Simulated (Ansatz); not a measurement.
Si in space group I4/mmm (No. 139; Si on 8h) at seven volumes, the program Ansatz at the PBEsol level (PAW), shape and atoms relaxed at each. One row is withheld.

| V (Å³/atom) | P (GPa) |
|---|---|
| 19.274 | 9.74 |
| 19.910 | 6.00 |
| 20.545 | 2.77 |
| 21.180 | 0.00 |
| 21.816 | -2.37 |
| 22.451 | -4.40 |
| 23.087 | ? |

Task: Fit the shown pressures and predict the withheld one.

Result: P = (3/2)B₀(x^(7/2) − x^(5/2))[1 + (3/4)(B′ − 4)(x − 1)] with x = (V₀/V)^(2/3). Least squares on the six rows gives V₀ = 21.182 Å³/atom, B₀ = 85.2 GPa, B′ = 4.06. At V = 23.087, x = 0.9442 and P = -6.16 GPa. The run itself gave -6.13 GPa.

The workflow started from a Materials Project entry (that database holds measured and hypothetical structures alike); the Crystallography Open Database copy checked does not list it. It is not the phase usual at ambient conditions (space group No. 227). The PBEsol relaxation kept the symmetry of its start; its stability against distortions is not shown here.

Potentials: the later of the program's two PAW sets.
